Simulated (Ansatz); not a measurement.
Relaxed-ion elastic tensor of AlRu in space group R-3m (No. 166; Al on 3a, Ru on 3b) in GPa (Voigt order), PBEsol in the plane-wave PAW code Ansatz; density 7.71 g/cm³, 13.78 Å³ per atom.

```csv
,1,2,3,4,5,6
1,321,106,155,-52.6,0.0,0.0
2,106,321,155,52.6,0.0,0.0
3,155,155,355,0.0,0.0,0.0
4,-52.6,52.6,0.0,67.9,0.0,0.0
5,0.0,0.0,0.0,0.0,67.9,-52.6
6,0.0,0.0,0.0,0.0,-52.6,108
```

**Question.** Is the crystal mechanically stable?

**Answer.** Yes: the smallest eigenvalue of C is 31.5 GPa.

**Question.** Work out the Voigt, Reuss and Hill averages.

**Answer.** K_V = 203, K_R = 200, K_H = 202; G_V = 87.5, G_R = 56.2, G_H = 71.8 GPa.

**Question.** Give Young's modulus, Poisson's ratio, Pugh's ratio and the universal anisotropy index.

**Answer.** E = 9KG/(3K + G) = 193 GPa; ν = 0.34; K/G = 2.81 (ductile by the Pugh limit of 1.75); A_U = 5G_V/G_R + K_V/K_R − 6 = 2.80.

**Question.** Estimate the sound speeds and the Debye temperature.

**Answer.** v_l = √((K + 4G/3)/ρ) = 6210 m/s, v_t = √(G/ρ) = 3050 m/s, mean 3430 m/s; Θ = (h/k)(3n/4πV)^(1/3) v_m = 426 K.

**Question.** Solve the Christoffel equation for the three sound speeds along x, y, z.

**Answer.** Eigenvalues of C_ijkl n_j n_l equal ρv². In km/s, slowest first: x 2.02, 4.32, 6.45; y 2.73, 3.73, 6.56; z 2.97, 2.97, 6.78.

**Question.** How much does each axis shrink under pressure?

**Answer.** Linear compressibilities β_i = Σ_j S_ij (j = 1 to 3): x 1.9, y 1.9, z 1.1 per TPa.

The cell is a constructed one: a structure type filled with these elements; neither database checked (COD, Materials Project) lists it. COD files the formula under space group No. 221, so this cell is another polymorph or a model. Its standing as an ambient phase is unchecked. The cell was relaxed with PBEsol under the symmetry of its start; of distortions, only those at the zone centre were tested. The run is not spin-polarised. As this level gives no gap, shear constants depend on the k-mesh and smearing (Fermi–Dirac, 0.1 eV here). On the denser mesh and wider smearing of the elastic run this cell carries a stress of 1.2 GPa.

Potentials: the later of the program's two PAW sets.
